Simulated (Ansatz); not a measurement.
Input:

Sc:
```
CELL_PARAMETERS angstrom
      3.24176     0.00000     0.00000
     -1.62088     2.80745     0.00000
      0.00000     0.00000    10.36133
ATOMIC_POSITIONS crystal
  Sc 0.00000 0.00000 0.00000
  Sc 0.00000 0.00000 0.50000
  Sc 0.33333 0.66667 0.25000
  Sc 0.66667 0.33333 0.75000
```

This is the PBEsol-relaxed structure.

Q: All from DFT-PBEsol in the program Ansatz with PAW potentials, unless another level is named. Estimate the highest zone-centre frequency.

A: 215 cm⁻¹.

Q: What about the Hill bulk and shear moduli?

A: 55.2 and 28.2 GPa.

Space group P6_3/mmc (dhcp (α-La type)). The start of the workflow was typed in or built on a structure type. Its sites differ from those of the usual phase in this space group: another stacking or structure type. Symmetry was held in the PBEsol relaxation; its stability against distortions is not shown here. The run is not spin-polarised. As this level gives no gap, shear constants depend on the k-mesh and smearing (Fermi–Dirac, 0.1 eV here). As this level gives no gap, phonon frequencies hold no LO–TO term and depend on the k-mesh and smearing (Fermi–Dirac, 0.1 eV here).

Potentials: the earlier of the program's two PAW sets. The files were generated under PBE; for other functionals the program regenerates the frozen cores, and for LDA and PBEsol the local potential too.
